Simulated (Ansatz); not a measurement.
# WSe: which magnetic state is lowest?

Theory: Ansatz, DFT PBEsol, scalar-relativistic, plane waves, PAW.

```
W Se
1.0
     3.10368    0.00000    0.00000
    -1.55184    2.68787    0.00000
     0.00000    0.00000    7.63693
W Se
2 2
Direct
  0.00000 0.00000 0.00000
  0.00000 0.00000 0.50000
  0.33333 0.66667 0.25000
  0.66667 0.33333 0.75000
```

The plane-wave cutoff is 420 eV. The Γ-centred k-mesh is 18×18×6 and the occupation rule is Gaussian smearing, 0.1 eV. The list of starting moments (μB, in atom order) is 2.5 2.5 0 0 and the check for lower electronic states after the SCF is off.

All runs keep this geometry, which stands near equilibrium for the lowest state (largest force there 0.000 eV/Å, pressure 0.0 GPa) and needn't be a stable compound; relaxing each order can shift differences of a few meV. Signs run over the atoms with starting moments. Site moments are spin moments in atom-centred spheres that scale with the neighbour distance. The states are those that the runs reached from these starts; a lower one can exist.

Question: Starts tried: no spin; large parallel starting moments; antiferromagnetic in the cell, signs +-. Which state comes out lowest, and what are the moments?

Answer: All starts lose their moments; the cell is non-magnetic at this level.

| start | ends | energy above lowest (meV/atom) | site moments (μB) | gap on mesh (eV) | P (GPa) |
| --- | --- | --- | --- | --- | --- |
| no spin | non-magnetic | 0.00 | none over 0.05 | metal | 0.0 |
| large parallel starting moments | non-magnetic | 0.00 | none over 0.05 | metal | 0.0 |
| antiferromagnetic in the cell, signs +- | non-magnetic | 0.00 | none over 0.05 | metal | 0.0 |

Cost: 3 runs of about 5.4 core-minutes in all, on Intel Xeon Processor @ 2.70GHz (shared hosts).